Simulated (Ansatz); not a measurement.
**Ti (Im-3m), trigonal deformation path**

Theory: Ansatz 0.2.0, DFT PBEsol, scalar-relativistic, plane waves, PAW. The runs took a 420 eV cutoff, a Γ-centred 22×22×22 mesh and Gaussian smearing (0.15 eV). No spin polarisation. Energies are free energies at this smearing, counted from the undisturbed cell; pressure is positive in compression.

Reference structure (as given, not relaxed at this level; it stands at -6.7 GPa; this bcc form isn't the usual structure):

```
Ti
1.0
    -1.64100    1.64100    1.64100
     1.64100   -1.64100    1.64100
     1.64100    1.64100   -1.64100
Ti
1
Direct
  0.00000 0.00000 0.00000
```

At fixed volume and fractional coordinates, lengths along (0.577, 0.577, 0.577) are scaled against those across it; ρ is that ratio over its starting value. The cell is metallic on the mesh throughout. At ρ = 2.000 the cell becomes cubic (Pm-3m), and there the slope of the energy vanishes by symmetry.

```csv
ρ,ΔE (meV/atom),pressure (GPa)
0.500,2278.7,33.2
0.600,777.7,3.8
0.710,183.8,-4.9
0.850,19.9,-7.0
0.930,10.2,-6.7
1.000,0.0,-6.7
1.080,18.5,-6.6
1.200,107.7,-6.1
1.410,313.6,-5.0
1.700,601.4,-1.8
2.000,713.6,-0.9
```